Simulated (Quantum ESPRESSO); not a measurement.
## Kohn-Sham bands of BaSnO₃ (cubic perovskite)

```yaml
crystal:
  lattice:
    - [4.14347, 0.00000, 0.00000]
    - [0.00000, 4.14347, 0.00000]
    - [0.00000, 0.00000, 4.14347]
  atoms:
    - { symbol: Ba, position: [0.50000, 0.50000, 0.50000] }
    - { symbol: Sn, position: [0.00000, 0.00000, 0.00000] }
    - { symbol: O, position: [0.00000, 0.50000, 0.00000] }
    - { symbol: O, position: [0.50000, 0.00000, 0.00000] }
    - { symbol: O, position: [0.00000, 0.00000, 0.50000] }
```

Cell from Materials Project (mp-3163), symmetrised, no further relaxation. COD (Crystallography Open Database) records the formula in this space group. Ideal cubic forms of this type are often high-temperature phases that distort on cooling; symmetry holds the cell here, and its stability was not tested. Method: LDA plane waves in Quantum ESPRESSO 7.5 (PseudoDojo norm-conserving files, 68 Ry, no spin polarisation, no spin-orbit coupling), Bloch states on a 8×8×8 mesh through Γ, Wannier90 4.0.1. Density: 8×8×8 mesh, Gaussian smearing 0.01 Ry. Spin-orbit coupling is left out although heavy elements are present.

List the Kohn-Sham levels between −8 and 3.6 eV relative to the valence-band maximum at the high-symmetry points, as a band run of pw.x on that density gives them (levels within 2 meV counted together).


| point | k (reciprocal lattice) | levels (eV) |
|---|---|---|
| Γ | 0.000 0.000 0.000 | -4.56 (×3), -1.03 (×3), -0.48 (×3), 0.55 |
| X | 0.000 0.500 0.000 | -4.73 (×2), -4.69, -2.20, -1.70, -1.12 (×2), -0.98 (×2) |
| M | 0.500 0.500 0.000 | -6.86, -4.28, -2.90, -1.65 (×2), -1.10 (×2), -0.79, -0.05 |
| R | 0.500 0.500 0.500 | -1.49 (×3), -0.78 (×2), 0.00 (×3) |
